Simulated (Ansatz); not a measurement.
Ge in space group I4/mmm (No. 139; Ge on 8h) under volume change, the program Ansatz at the PBE level (PAW), shape and atoms relaxed at each volume.

| V (Å³/atom) | E − E(relaxed) (meV/atom) | P (GPa) |
|---|---|---|
| 23.794 | 17.3 | 3.86 |
| 24.553 | 4.1 | 1.77 |
| 25.312 | 0.0 | 0.00 |
| 26.072 | 3.6 | -1.49 |
| 26.831 | 13.8 | -2.74 |

Question: What does a third-order Birch–Murnaghan fit give for V₀, B₀ and B′?

Answer: V₀ = 25.31 Å³/atom, B₀ = 53.9 GPa, B′ = 4.7.

The start of the workflow was typed in or built on a structure type; neither database checked (COD, Materials Project) lists it. It is not the phase usual at ambient conditions (space group No. 227). The PBE relaxation kept the symmetry of its start; whether a distortion lowers the energy is not shown. The volume moved by 34 % from the start of the relaxation.

Potentials: the later of the program's two PAW sets.
